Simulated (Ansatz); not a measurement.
Be, first-principles data

Be (fcc (Cu type), Fm-3m), a = 3.158 Å, b = 3.158 Å, c = 3.158 Å, α = 90.00°, β = 90.00°, γ = 90.00°; the cell used has 1 atom.

Space group Fm-3m (No. 225), fcc (Cu type); conventional cell a = b = c = 3.158 Å, α = β = γ = 90.00°.

Method: PBE in the plane-wave PAW code Ansatz. The cell and atoms are relaxed at this level. Other levels are named where they apply.

**Cell and energy**

- Volume per atom: 7.87 Å³
- Density: 1.90 g/cm³

**Electronic structure**

- Electronic character = metallic (no gap)
- Density of states at the Fermi level = 0.07 states/eV per atom (mean over ±0.08 eV)

**Mechanics**

- Bulk modulus (Birch–Murnaghan fit): 121 GPa
- Pressure derivative B′: 3.3

The start of the workflow was typed in or built on a structure type; neither database checked (COD, Materials Project) lists it. It is not the phase usual at ambient conditions (space group No. 194). The PBE relaxation kept the symmetry of its start; whether a distortion lowers the energy is not shown.

Potentials: the later of the program's two PAW sets.
